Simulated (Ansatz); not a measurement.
Input, command and steps of an Ansatz relaxation.

```yaml
crystal:
  lattice:
    - [0.0, 0.0, 6.15598542]
    - [0.0, 6.58177746, 0.0]
    - [-9.4999775, -3.29088873, 0.0]
  atoms:
    - { symbol: Mg, position: [0.0026631362, 0.5420668875, 0.4065731699] }
    - { symbol: Mg, position: [0.9962046782, 0.3316445791, 0.9988226138] }
    - { symbol: Mg, position: [0.0012154691, 0.9381206555, 0.2022535194] }
    - { symbol: S, position: [0.3729781443, 0.734839119, 0.8011991003] }
    - { symbol: S, position: [0.3761980943, 0.5322063879, 0.3996464163] }
    - { symbol: S, position: [0.3781372156, 0.1329967815, 0.6018436725] }
    - { symbol: S, position: [0.3770513758, 0.3360346863, 0.9982810988] }
    - { symbol: S, position: [0.3807596496, 0.935684776, 0.2002471715] }
    - { symbol: S, position: [0.8816148577, 0.464042082, 0.5989775483] }
    - { symbol: S, position: [0.8800775895, 0.2673565529, 0.2009928151] }
    - { symbol: S, position: [0.8757152558, 0.8667144234, 0.3986974533] }
    - { symbol: S, position: [0.8714887395, 0.0702152885, 0.8015193373] }
    - { symbol: S, position: [0.8739414419, 0.6720432263, 0.0017856518] }
    - { symbol: Zn, position: [0.0038692302, 0.7397080619, 0.8021230673] }
    - { symbol: Zn, position: [0.9977587821, 0.1323210126, 0.5989495332] }
    - { symbol: Zn, position: [0.496283366, 0.4671614316, 0.6003353868] }
    - { symbol: Zn, position: [0.4958558761, 0.2680511945, 0.2029554591] }
    - { symbol: Zn, position: [0.500740069, 0.8711473265, 0.4032130651] }
    - { symbol: Zn, position: [0.4983932195, 0.0672235599, 0.801049474] }
    - { symbol: Zn, position: [0.495473393, 0.6617719471, 0.9975509132] }
  symmetry: { detect: false }
basis:
  ecutwfc: 420
kpoints:
  mp_grid: { grid: [2, 2, 1], shift: [0.5, 0.5, 0.0] }
hamiltonian:
  xc: pbe
scf:
  occupations: { method: gaussian, width: 0.1 }
  lower_state_search: "off"
output:
  forces: true
  stress: true
  eigenvalues: true
relax:
  adjacent_minimum: "off"
  f_tol: 0.04
  max_steps: 50
  cell: { stress_tol: 0.3 }
```

```bash
ansatz run input.yaml --threads 4 --pin off --max-ram 9216MiB --backend cpu --events-out ev --progress --plain --runs-dir out
```

The calculation used Ansatz 0.2.0, DFT PBE, scalar-relativistic, plane waves, PAW.

Of 5 frames 5 are shown, positions in Å and forces in eV/Å; the SCF threshold varies from step to step. Steps run on the plane waves of an earlier cell, with a Pulay correction in the pressure. The basis is chosen afresh for the last frame, the zero of the energies, and at times for earlier ones too; energy and pressure can step there, also at an unchanged geometry. Where two frames share a geometry here, they differ by under 2 meV/atom and 0.3 GPa.

```xyz
20
Lattice="0.0000 0.0000 6.1560 0.0000 6.5818 0.0000 -9.5000 -3.2909 0.0000" Properties=species:S:1:pos:R:3:forces:R:3 pbc="T T T" step=1 free_energy_over_end_meV_per_atom=53.60 pressure_GPa=7.15
Mg   -3.8624    2.2298    0.0164    0.5509   -0.2097   -0.3043
Mg   -9.4888   -1.1042    6.1326   -0.2502    0.3596    0.0016
Mg   -1.9214    5.5089    0.0075    0.1673   -0.0656    0.0096
S    -7.6114    2.1999    2.2960    0.1352    0.0290    0.2935
S    -3.7966    2.1877    2.3159   -0.1879    0.2340    0.9204
S    -5.7175   -1.1052    2.3278    0.0051    0.0718   -0.2168
S    -9.4836   -1.0735    2.3211   -0.2641   -0.3661    0.4766
S    -1.9023    5.4995    2.3440   -0.0222   -0.2711    0.5327
S    -5.6903    1.0831    5.4272   -1.0862   -0.2431   -0.6484
S    -1.9094    1.0982    5.4177   -0.2789    0.4031   -0.7987
S    -3.7876    4.3925    5.3909   -0.7642    0.4009   -0.4344
S    -7.6144   -2.1756    5.3649    0.9864   -0.5033   -0.0586
S    -0.0170    4.4174    5.3800    0.7122    0.1628   -0.3297
Zn   -7.6202    2.2289    0.0238    0.0514   -0.2005   -0.4577
Zn   -5.6900   -1.1002    6.1422   -0.1050   -0.1079    0.0424
Zn   -5.7032    1.0991    3.0551   -0.0264    0.0115    0.3021
Zn   -1.9281    1.0963    3.0525    0.3216    0.1084    0.3865
Zn   -3.8305    4.4068    3.0825    0.1988   -0.0884   -0.0045
Zn   -7.6100   -2.1937    3.0681    0.0046   -0.0458    0.0097
Zn   -9.4767    1.0728    3.0501   -0.1483    0.3203    0.2782
20
Lattice="-0.0007 0.0019 6.3027 -0.0272 6.6727 0.0020 -9.6448 -3.2970 0.0001" Properties=species:S:1:pos:R:3:forces:R:3 pbc="T T T" step=2 free_energy_over_end_meV_per_atom=9.13 pressure_GPa=2.48
Mg   -3.9471    2.2601    0.0120    0.2800   -0.1271   -0.1226
Mg   -9.6131   -1.0752    6.2902   -0.0916    0.1575    0.0186
Mg   -1.9646    5.5931   -0.0053    0.0748   -0.0816    0.0032
S    -7.7379    2.2648    2.3632    0.0506    0.0012    0.0521
S    -3.8805    2.2431    2.4085   -0.0927    0.1055    0.2868
S    -5.8046   -1.0954    2.3679   -0.0053    0.0840   -0.1722
S    -9.6362   -1.0591    2.4126   -0.1502   -0.2086    0.1095
S    -1.9542    5.5757    2.4126   -0.0137   -0.1584    0.1778
S    -5.8524    1.1099    5.5083   -0.4273   -0.0885   -0.2031
S    -1.9480    1.1508    5.5006   -0.1587    0.2057   -0.2895
S    -3.9266    4.4941    5.4982   -0.2645    0.2015   -0.1331
S    -7.6837   -2.2127    5.4919    0.3438   -0.1846    0.0276
S     0.0105    4.4923    5.4909    0.2202    0.0660   -0.0770
Zn   -7.7393    2.2731    0.0403    0.0423   -0.1037   -0.2622
Zn   -5.7971   -1.0781    6.2997   -0.0497   -0.0541    0.0210
Zn   -5.8168    1.1320    3.1315   -0.0142   -0.0029    0.1757
Zn   -1.9673    1.1215    3.1339    0.1966    0.0739    0.2155
Zn   -3.9182    4.4948    3.1601    0.1301   -0.0604    0.0097
Zn   -7.7185   -2.1927    3.1577    0.0085   -0.0163    0.0133
Zn   -9.6420    1.1408    3.1411   -0.0789    0.1908    0.1490
20
Lattice="0.0046 0.0009 6.3877 -0.0507 6.7524 0.0010 -9.8262 -3.3031 -0.0075" Properties=species:S:1:pos:R:3:forces:R:3 pbc="T T T" step=3 free_energy_over_end_meV_per_atom=1.36 pressure_GPa=-0.60
Mg   -4.0358    2.2873   -0.0096   -0.0206    0.0221    0.0186
Mg   -9.7765   -1.0457    6.3709   -0.0027   -0.0089    0.0151
Mg   -2.0163    5.6639   -0.0123   -0.0300   -0.0167    0.0219
S    -7.8837    2.3107    2.3720   -0.0454   -0.0115   -0.0025
S    -3.9716    2.2877    2.4772    0.0170   -0.0397   -0.0931
S    -5.9105   -1.0788    2.3661    0.0046    0.0081    0.0093
S    -9.8276   -1.0620    2.4693    0.0025    0.0193   -0.0679
S    -2.0055    5.6305    2.4777   -0.0045    0.0319   -0.0856
S    -6.0214    1.1228    5.5462    0.0617    0.0169    0.0639
S    -1.9981    1.2070    5.5598    0.0293   -0.0160    0.0918
S    -4.0657    4.5971    5.5555    0.1025   -0.0236    0.0570
S    -7.7913   -2.2462    5.5558   -0.0897    0.0481    0.0189
S     0.0281    4.5625    5.5604   -0.0885   -0.0245    0.0489
Zn   -7.8829    2.3023   -0.0031    0.0219    0.0066   -0.0006
Zn   -5.9294   -1.0780    6.3733   -0.0073    0.0028    0.0216
Zn   -5.9459    1.1650    3.1812   -0.0031   -0.0068   -0.0151
Zn   -1.9897    1.1507    3.2132    0.0032    0.0056   -0.0413
Zn   -4.0084    4.5657    3.1971    0.0000   -0.0225   -0.0086
Zn   -7.8484   -2.1981    3.1893    0.0329   -0.0070   -0.0237
Zn   -9.8343    1.2111    3.1956    0.0160    0.0158   -0.0283
20
Lattice="0.0014 0.0015 6.3750 -0.0378 6.7432 0.0016 -9.7663 -3.3171 -0.0030" Properties=species:S:1:pos:R:3:forces:R:3 pbc="T T T" step=4 free_energy_over_end_meV_per_atom=0.55 pressure_GPa=0.03
Mg   -3.9938    2.2782   -0.0044   -0.0265   -0.0059   -0.0021
Mg   -9.7306   -1.0596    6.3672    0.0242    0.0005    0.0010
Mg   -1.9994    5.6436   -0.0034    0.0073    0.0299   -0.0007
S    -7.8347    2.2961    2.3695    0.0016    0.0052   -0.0020
S    -3.9400    2.2724    2.4625   -0.0052    0.0033    0.0032
S    -5.8710   -1.0870    2.3691    0.0073    0.0057   -0.0023
S    -9.7630   -1.0657    2.4596   -0.0128   -0.0011    0.0085
S    -1.9871    5.6319    2.4632   -0.0111   -0.0096    0.0093
S    -5.9691    1.1108    5.5474    0.0097   -0.0061    0.0007
S    -1.9812    1.1861    5.5537    0.0037   -0.0045    0.0029
S    -4.0210    4.5725    5.5501    0.0009   -0.0037   -0.0005
S    -7.7588   -2.2495    5.5488    0.0013   -0.0003   -0.0029
S     0.0219    4.5505    5.5516    0.0040    0.0007   -0.0046
Zn   -7.8270    2.2888   -0.0049   -0.0075    0.0006    0.0042
Zn   -5.8938   -1.0897    6.3701   -0.0172   -0.0050    0.0014
Zn   -5.9063    1.1517    3.1822   -0.0004   -0.0015    0.0001
Zn   -1.9680    1.1521    3.2050    0.0103   -0.0003   -0.0099
Zn   -3.9677    4.5407    3.1938    0.0076   -0.0031   -0.0082
Zn   -7.7961   -2.2094    3.1827    0.0020   -0.0006    0.0018
Zn   -9.7720    1.2011    3.1913    0.0010   -0.0041   -0.0001
20
Lattice="0.0014 0.0015 6.3750 -0.0378 6.7432 0.0016 -9.7663 -3.3171 -0.0030" Properties=species:S:1:pos:R:3:forces:R:3 pbc="T T T" step=5 free_energy_over_end_meV_per_atom=0.00 pressure_GPa=0.03
Mg   -3.9938    2.2782   -0.0044   -0.0265   -0.0059   -0.0020
Mg   -9.7306   -1.0596    6.3672    0.0242    0.0005    0.0010
Mg   -1.9994    5.6436   -0.0034    0.0072    0.0298   -0.0006
S    -7.8347    2.2961    2.3695    0.0016    0.0052   -0.0020
S    -3.9400    2.2724    2.4625   -0.0052    0.0033    0.0037
S    -5.8710   -1.0870    2.3691    0.0074    0.0057   -0.0023
S    -9.7630   -1.0657    2.4596   -0.0128   -0.0011    0.0090
S    -1.9871    5.6319    2.4632   -0.0111   -0.0096    0.0098
S    -5.9691    1.1108    5.5474    0.0091   -0.0064    0.0006
S    -1.9812    1.1861    5.5537    0.0037   -0.0045    0.0022
S    -4.0210    4.5725    5.5501    0.0003   -0.0033   -0.0008
S    -7.7588   -2.2495    5.5488    0.0019   -0.0006   -0.0030
S     0.0219    4.5505    5.5516    0.0046    0.0010   -0.0050
Zn   -7.8270    2.2888   -0.0049   -0.0073    0.0006    0.0040
Zn   -5.8938   -1.0897    6.3701   -0.0173   -0.0051    0.0012
Zn   -5.9063    1.1517    3.1822   -0.0007   -0.0016    0.0001
Zn   -1.9680    1.1521    3.2050    0.0102   -0.0003   -0.0098
Zn   -3.9677    4.5407    3.1938    0.0073   -0.0028   -0.0081
Zn   -7.7961   -2.2094    3.1827    0.0023   -0.0008    0.0019
Zn   -9.7720    1.2011    3.1913    0.0012   -0.0041    0.0000
```

The run took 24 s on 4 threads of Arm Neoverse V1 (shared host), peak memory 0.78 GiB.

The k mesh is coarse.